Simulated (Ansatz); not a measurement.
SiC:
```cif
data_C4Si4
_chemical_formula_sum 'Si4 C4'
_space_group_name_H-M_alt 'F-43m'
_space_group_IT_number 216
_space_group_name_Hall 'F -4 2 3'
_cell_length_a 4.35691
_cell_length_b 4.35691
_cell_length_c 4.35691
_cell_angle_alpha 90.000
_cell_angle_beta 90.000
_cell_angle_gamma 90.000
loop_
_atom_site_label
_atom_site_type_symbol
_atom_site_symmetry_multiplicity
_atom_site_Wyckoff_symbol
_atom_site_fract_x
_atom_site_fract_y
_atom_site_fract_z
_atom_site_occupancy
Si1 Si 4 c 0.25000 0.25000 0.25000 1
C1 C 4 a 0.00000 0.00000 0.00000 1
```
(The calculation used a cell of 2 atoms; values per cell refer to that cell.)

Relaxed with the program Ansatz at the PBEsol level (PAW). Indices refer to the conventional cell of F-43m, a = 4.3569 Å, b = 4.3569 Å, c = 4.3569 Å, α = 90.00°, β = 90.00°, γ = 90.00°.

**Question.** Simulate the powder diffraction pattern (Cu Kα, λ = 1.54184 Å; lines above 1 %) up to 2θ = 90°.

**Answer.** Simulated powder pattern, Cu Kα, λ = 1.54184 Å (kinematic, ideal powder, no thermal factors, no anomalous dispersion; the 30 strongest lines at most, above 1 %, up to 2θ = 90°):

| 2θ (°) | d (Å) | I/Imax (%) | hkl |
|---|---|---|---|
| 35.69 | 2.515 | 100 | (111) |
| 41.45 | 2.178 | 18 | (200) |
| 60.06 | 1.540 | 46 | (220) |
| 71.87 | 1.314 | 35 | (311) |
| 75.61 | 1.258 | 5.0 | (222) |

The PBEsol relaxation kept the symmetry of its start.

Potentials: the earlier of the program's two PAW sets.
